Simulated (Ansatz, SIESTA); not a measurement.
## One calculation of BiTe, 3 ways

```
Bi Te
1.0
     0.00000    3.23500    3.23500
     3.23500    0.00000    3.23500
     3.23500    3.23500    0.00000
Bi Te
1 1
Direct
  0.00000 0.00000 0.00000
  0.50000 0.50000 0.50000
```

Alike in all runs: task band structure; functional PBE; k mesh 7 × 7 × 7; occupations fermi-dirac, width 0.05 eV; no spin polarisation; no spin-orbit coupling. Pressure is positive in compression and, in plane waves, holds the error of the finite cutoff, which Ansatz's Pulay term estimates and takes out.

| program and potentials | plane-wave cutoff (eV) | notes | pressure (GPa) |
| --- | --- | --- | --- |
| Ansatz, Ansatz PAW | 420 | Pulay term of +0.03 GPa included | 0.92 |
| Ansatz, all-electron LAPW, scalar-relativistic | - | - | 0.93 |
| SIESTA, files PseudoDojo sr-pbe-0.4.1-standard, DZP (energy shift 0.003 Ry; two zetas on semicore shells) | - | atomic basis | 1.68 |

The pressure spans 0.92 (Ansatz, Ansatz PAW) to 1.68 GPa (SIESTA, files PseudoDojo sr-pbe-0.4.1-standard, DZP (energy shift 0.003 Ry; two zetas on semicore shells)), with all-electron results at 0.93. Rows in atomic bases carry the error of their basis and grid, which can be large.

Differences between rows come from potentials, basis sets and numerical settings, since the functional is the same but for its coding. Runs on potential files found faulty are left out.
